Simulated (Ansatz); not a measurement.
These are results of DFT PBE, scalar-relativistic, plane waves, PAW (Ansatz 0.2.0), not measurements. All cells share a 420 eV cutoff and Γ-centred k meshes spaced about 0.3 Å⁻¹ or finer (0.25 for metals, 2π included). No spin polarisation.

Relaxed structures of Cd7S, with energies over the first row. Coordination counts Cd atoms around S (those within 1.25 times the shortest such distance or 1.15 times the sum of covalent radii, 1.27 where that leaves under three; a plus sign parts nearer from farther groups; the shortest distance is added where it exceeds 1.18 times the sum of covalent radii).

```csv
#,form,sites,V (Å³/atom),coordination,ΔE (meV/atom)
1,P3m1,"Cd 1c, 1a, 1a, 1b, 1b, 1a, 1b; S 1a",25.9,S 4,0
2,Fm-3m,"Cd 24d, 4b; S 4a",22.1,S 12 from 3.1 Å,17
3,P-6m2,"Cd 3j, 3k, 1d; S 1a",22.9,S 6+6 from 3.0 Å,36
4,I-43m,"Cd 6b, 8c; S 2a",23.6,S 4,98
```

A further structure, relaxed alike:

```
Cd S
1.0
     3.61322    0.00000    0.00000
    -1.80661    3.12914    0.00000
     0.00000    0.00000   16.95192
Cd S
7 1
Direct
  0.66667 0.33333 0.89952
  0.33333 0.66667 0.10048
  0.33333 0.66667 0.76880
  0.66667 0.33333 0.63538
  0.66667 0.33333 0.23120
  0.33333 0.66667 0.36462
  0.00000 0.00000 0.50000
  0.00000 0.00000 0.00000
```

**Question.** Place it among the others.

**Answer.** It is the lowest, 35 meV/atom below row 1, with space group P-3m1 (No. 164) and 24.0 Å³/atom. Counting Cd atoms around S, this cell has S 6 and row 1 has S 4. Cd on a site of symmetry 3m has 3 S at 2.69 Å and 3 Cd at 3.04 Å; Cd on a second site of symmetry 3m is surrounded by 6 Cd at 3.04–3.08 Å and 6 Cd at 3.61 Å; Cd on a third site of symmetry 3m is surrounded by 6 Cd at 3.08–3.10 Å and 6 Cd at 3.61 Å; S is surrounded by 6 Cd at 2.69 Å; 1 more site not described.

The k mesh leaves some 4 meV/atom of noise in the energy of each metallic cell. With atoms moved at random, the further cell ended within 5 meV/atom of its own energy, in a cell of lower symmetry. Other cells relaxed within their symmetry can be saddle points. Some types were kept out of the candidates beforehand, so the set may lack a known form.
